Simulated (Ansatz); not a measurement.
Input file for Ansatz (an electronic-structure program):

Ansatz 0.2 input:
```yaml
crystal:
  lattice:
    - [4.5153575289, 0.0, 0.0]
    - [0.0, 4.5153575289, 0.0]
    - [0.0, 0.0, 4.5153575289]
  atoms:
    - { symbol: Rb, position: [0.0, 0.0, 0.0] }
    - { symbol: Ca, position: [0.5, 0.5, 0.5] }
    - { symbol: H, position: [0.5, 0.0, 0.5] }
    - { symbol: H, position: [0.0, 0.5, 0.5] }
    - { symbol: H, position: [0.5, 0.5, 0.0] }
kpoints:
  mp_grid: { grid: [4, 4, 4] }
hamiltonian:
  xc: hse06
  pseudopotentials: { kind: paw }
scf:
  n_extra_bands: 6
  occupations: { method: fixed }
output:
  eigenvalues: true
  eigenstates:
    e_range: [-9.0, 13.7]
    kpoints:
      - [0.0, 0.5, 0.5]  # VBM
      - [0.0, 0.5, 0.5]  # CBM
      - [0.0, 0.0, 0.0]  # GAMMA
      - [0.5, 0.5, 0.5]  # R
      - [0.5, 0.5, 0.0]  # M
      - [0.0, 0.5, 0.0]  # X
```

Output (shortened):

```
Pseudopotential: Rb, paw, valence charge 9
Pseudopotential: Ca, paw, valence charge 10
Pseudopotential: H, paw, valence charge 1
Functional definition: HSE06
davidson cushion auto → on  (no smearing: the cushion is to keep the highest requested band from converging to the state above it …
Crystal: 5 atoms, lattice volume = 92.061 Å³
Basis set: ecut = 420 eV, 1791 PW (Γ)
Bands: 17, of which v1, the nominal top of the filled ones, is band 11 counted from 1 (10 counted from 0)
Symmetry: 48 space group operations
Space group: Pm-3m (ITA 221), of the structure as read, at distance tolerance 4.5e-5 Å
k-points: 10 of 64
SCF iter   1: F=—  HF=-5133.747941 eV  |F-HF|=—  |Δ(HF+E_count)|=         —  Δρ=1.10e-3  dr2=1.28e-3  ethr=1.77e-3  ⟨swp⟩=11.2  Hψ=984  notcnv=0
preconditioner: auto → none
SCF iter   2: F=-5133.748433 eV  HF=-5133.748338 eV  |F-HF|=9.49e-5  |Δ(HF+E_count)|=   3.97e-4  Δρ=5.04e-4  dr2=1.31e-4  ethr=5.83e-6  ⟨swp⟩=6.2  Hψ=655  notcnv=0
SCF 1 stopped early in 2 iterations: F = -5133.748433 eV  dr2 = 1.31e-4
Crystal: 5 atoms, lattice volume = 92.061 Å³
Exchange kernel: α = 0.2500, screened, ω = 0.2079 Å⁻¹, Wigner–Seitz truncation, v(0) = 1042.5055 eV·Å³, q-mesh 4×4×4, nearest image of the exchange supercell L …
Frozen-core exchange: fock
SCF iter   1: F=—  HF=-5137.279882 eV  |F-HF|=—  |Δ(HF+E_count)|=         —  Δρ=2.22e-3  dr2=5.04e-3  ethr=5.97e-6  ⟨swp⟩=8.7  Hψ=911  notcnv=0
preconditioner: auto → none
SCF iter   2: F=—  HF=-5137.278158 eV  |F-HF|=—  |Δ(HF+E_count)|=   1.72e-3  Δρ=9.34e-4  dr2=7.74e-4  ethr=5.97e-6  ⟨swp⟩=4.8  Hψ=589  notcnv=0
SCF iter   3: F=—  HF=-5137.283391 eV  |F-HF|=—  |Δ(HF+E_count)|=   5.23e-3  Δρ=4.93e-4  dr2=2.54e-4  ethr=1.84e-6  ⟨swp⟩=5.4  Hψ=658  notcnv=0
iter 4 solved again at ethr=3.59e-8 eV; its pass at ethr=1.13e-6 eV (dr2=7.90e-6 eV) is discarded
SCF iter   4: F=—  HF=-5137.283338 eV  |F-HF|=—  |Δ(HF+E_count)|=   5.27e-5  Δρ=1.17e-4  dr2=1.69e-5  ethr=3.59e-8  ⟨swp⟩=3.2  Hψ=926  notcnv=0
SCF iter   5: F=—  HF=-5137.283448 eV  |F-HF|=—  |Δ(HF+E_count)|=   1.10e-4  Δρ=7.40e-5  dr2=6.08e-6  ethr=3.59e-8  ⟨swp⟩=5.6  Hψ=647  notcnv=0
SCF iter   6: F=-5137.283446 eV  HF=-5137.283446 eV  |F-HF|=9.75e-9  |Δ(HF+E_count)|=   2.04e-6  Δρ=9.10e-6  dr2=1.86e-7  ethr=2.69e-8  ⟨swp⟩=3.3  Hψ=469  notcnv=0
SCF 2 stopped early in 6 iterations: F = -5137.283446 eV  dr2 = 1.86e-7
hybrid outer 1: dexx = +6.003e-3 eV, tail = 8.53e-6 eV
Crystal: 5 atoms, lattice volume = 92.061 Å³
Exchange kernel: α = 0.2500, screened, ω = 0.2079 Å⁻¹, Wigner–Seitz truncation, v(0) = 1042.5055 eV·Å³, q-mesh 4×4×4, nearest image of the exchange supercell L …
Frozen-core exchange: fock
SCF iter   1: F=—  HF=-5137.283489 eV  |F-HF|=—  |Δ(HF+E_count)|=         —  Δρ=2.94e-5  dr2=5.80e-7  ethr=1.94e-7  ⟨swp⟩=4.7  Hψ=507  notcnv=0
preconditioner: auto → none
iter 2 solved again at ethr=1.11e-10 eV; its pass at ethr=2.37e-9 eV (dr2=2.45e-8 eV) is discarded
SCF iter   2: F=-5137.283489 eV  HF=-5137.283489 eV  |F-HF|=1.09e-8  |Δ(HF+E_count)|=   2.20e-7  Δρ=1.13e-5  dr2=3.85e-8  ethr=1.11e-10  ⟨swp⟩=3.0  Hψ=967  notcnv=0
SCF 3 converged in 2 iterations: F = -5137.283489 eV  dr2 = 3.85e-8
hybrid outer 2: dexx = +1.788e-7 eV, tail = 9.44e-8 eV, Δε = 6.15e-4 eV (about 6.72e-5 eV left of the loop's levels)
the search or the solves at the SCF's close seem to have found levels that the self-consistency loop had missed (the run counts 5) …
NSCF: frozen V_eff on 6 k-points
hybrid SCF converged: 2 outer / 8 inner (+2 warm-up), last move |dexx| = 1.79e-7 eV, tail = 9.44e-8 eV
Stability not checked (fock_operator)
Free energy (F): -5137.283489 eV
Frozen-core exchange: fock
Harris-Foulkes:  -5137.283489 eV  (|F-HF|=1.09e-8)
Internal energy: -5137.283489 eV  (E = F + TS)
E sigma→0 (E₀):  -5137.283489 eV
Fermi energy:    1.343778 eV
--- Per-component energies (eV) ---
  E_band       = -295.172415
  E_kinetic    = 511.097294
  E_local      = -1404.551634  (includes V_loc(G=0)·N_el)
  E_nonlocal   = 239.578529
  E_hartree    = 421.412665
  E_xc         = -237.206070
  E_vxc        = -273.909740  (∫ρ·V_xc dr)
  E_exx        = -53.722428  (= α·E_x^exact, valence–valence)
  E_paw        = -3485.853439  (= ΣΔE_a)
  E_vpaw       = -102.763634  (= ΣTr[D̂ρ^β])
  E_aug_tail   = -0.003388  (compensation charges beyond the density's cutoff)
  E_ewald      = -1127.513690
  E_core_change = -0.521328  (= ΣΔE_core)
  E_smearing   =  0.000000  (= −TS)
  E_closure    =  0.000000  (closes the sum)
  Σ components = -5137.283489   (vs F -5137.283489, Δ=0.00e0)
  [band-id]    e_kinetic+e_local+e_nonlocal+2·e_hartree+e_vxc+2·e_exx+e_vpaw+e_augmentation_tail = -295.172098   (vs E_band -295.172415, Δ=3.17e-4)
--- Band table (eV; the first three rows and the last of 10) ---
  k-point 0: bands = ["-39.8894", "-25.6531", "-19.4275", "-19.4275", "-19.4275", "-8.5355", "-8.5355", "-8.5355", "-1.6135", "1.0085", "1.0085", "9.3051", "9.3051", "9.3051", "10.1718", "10.1718", "10.1718"]
  k-point 1: bands = ["-39.8887", "-25.6496", "-19.4493", "-19.4267", "-19.4267", "-8.6518", "-8.5289", "-8.5289", "-1.0832", "1.0051", "1.1270", "8.9211", "8.9716", "8.9716", "9.2503", "9.4896", "9.6135"]
  k-point 2: bands = ["-39.8880", "-25.6461", "-19.4710", "-19.4259", "-19.4259", "-8.7624", "-8.5222", "-8.5222", "-0.2533", "0.6584", "1.2552", "8.5089", "8.7202", "8.7202", "9.1745", "9.1745", "9.2692"]
  k-point 9: bands = ["-39.8852", "-25.6319", "-19.4686", "-19.4686", "-19.4686", "-8.6626", "-8.6626", "-8.6626", "1.1380", "1.1380", "1.1380", "7.2398", "7.2398", "7.2398", "8.4828", "9.6710", "9.6710"]
```

Cost: roughly 50 core-seconds on shared cores.

The points marked VBM and CBM come from a semilocal run.

The first step of the workflow began from a Materials Project structure, measured or hypothetical; the Crystallography Open Database files this formula in space group No. 221, but the cells were not matched. Its standing as an ambient phase is unchecked. The cell was relaxed with r²SCAN under the symmetry of its start; whether a distortion lowers the energy is not shown. Spin–orbit coupling is left out wherever it is not named.

Potentials: the later of the program's two PAW sets.

Ansatz is a plane-wave DFT program.
